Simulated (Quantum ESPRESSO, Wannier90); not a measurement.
## Wannier functions of PtSe$_{2}$ (CdI2 type)

```xyz
3
Lattice="3.7173 0.0000 0.0000 -1.8587 3.2193 0.0000 0.0000 0.0000 5.8201" Properties=species:S:1:pos:R:3 pbc="T T T"
Pt     0.0000     0.0000     0.0000
Se    -1.8587     1.0731    -1.3118
Se     1.8587    -1.0731     1.3118
```

Cell from Materials Project (mp-1115), symmetrised, no further relaxation. COD (Crystallography Open Database) has an entry of this formula and space group (matched by these alone). Computed values, not measurements, from PBEsol: Quantum ESPRESSO (norm-conserving PseudoDojo potentials, cutoff 69 Ry, no spin polarisation, no spin-orbit coupling) on a Γ-centred 12×12×6 mesh, then Wannier90. Density: 12×12×6 mesh, Gaussian smearing 0.01 Ry. The cell is built of weakly bound layers, chains or molecules, whose nearest atoms lie 3.85 Å apart. Database cells relaxed without dispersion often hold them too far apart, which can enlarge gaps and weakens couplings between them; spacing and stacking were not compared with the measured crystal. Spin-orbit coupling is left out although heavy elements are present.

Bands 15-25 form an isolated set from -14.80 to 0.00 eV relative to the valence-band maximum (on the path) and are turned into 11 Wannier functions by minimising the spread from the start: SCDM (isolated).

Centres (Cartesian, Å; one of the equivalent choices) and spreads:

```tsv
n	x	y	z	spread (Å²)	nearest atom
1	0.000	0.000	0.000	1.266	Pt1
2	0.000	0.000	0.000	1.307	Pt1
3	0.000	0.000	0.000	1.268	Pt1
4	1.054	0.609	-0.778	2.195	Se2
5	1.054	-0.609	0.778	2.195	Se3
6	-1.054	-0.609	0.778	2.195	Se3
7	1.859	-1.073	1.759	2.114	Se3
8	-1.859	1.073	-1.759	2.113	Se2
9	-1.054	0.609	-0.778	2.195	Se2
10	0.000	1.217	0.778	2.195	Se3
11	-1.859	2.002	-0.778	2.195	Se2
```

Ω_I = 19.20 Å², Ω_total = 21.24 Å²; the interpolated bands follow pw.x to 0.7 meV rms on the path. It is the lowest total spread that any start reached here.
